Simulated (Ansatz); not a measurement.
Input and command of a plane-wave DFT calculation in Ansatz:

```yaml
crystal:
  lattice:
    - [5.0970307136, 0.0, 0.0]
    - [0.0, 5.0970307136, 0.0]
    - [0.0, 0.0, 5.0970307136]
  atoms:
    - { symbol: Bi, position: [0.0, 0.0, 0.0] }
    - { symbol: Te, position: [0.0, 0.5, 0.5] }
    - { symbol: Te, position: [0.5, 0.0, 0.5] }
    - { symbol: Te, position: [0.5, 0.5, 0.0] }
basis:
  ecutwfc: 420
kpoints:
  mp_grid: { grid: [4, 4, 4] }
hamiltonian:
  xc: pbe
scf:
  occupations: { method: gaussian, width: 0.1 }
  lower_state_search: "off"
output:
  forces: true
  stress: true
  eigenvalues: true
relax:
  adjacent_minimum: "off"
  f_tol: 0.04
  max_steps: 70
  cell: { stress_tol: 0.4 }
```

```bash
ansatz run input.yaml --threads 1 --pin off --max-ram 2560MiB --backend cpu --events-out ev --progress --plain --runs-dir out
```

Processor: Intel(R) Xeon(R) Platinum 8488C (Sapphire Rapids), 1 thread, on a host shared with other jobs.

Question: Estimate time, memory and problem size.

Answer: About 9.1 s on 1 thread of Intel(R) Xeon(R) Platinum 8488C (Sapphire Rapids), on a shared host, peak memory 0.46 GiB. It solves 38 bands at 10 k points (the mesh reduced by the symmetry that the task leaves, which can be less than the crystal's) with about 2325 plane waves (on the last cell), in 21 SCF iterations over 4 ionic steps.
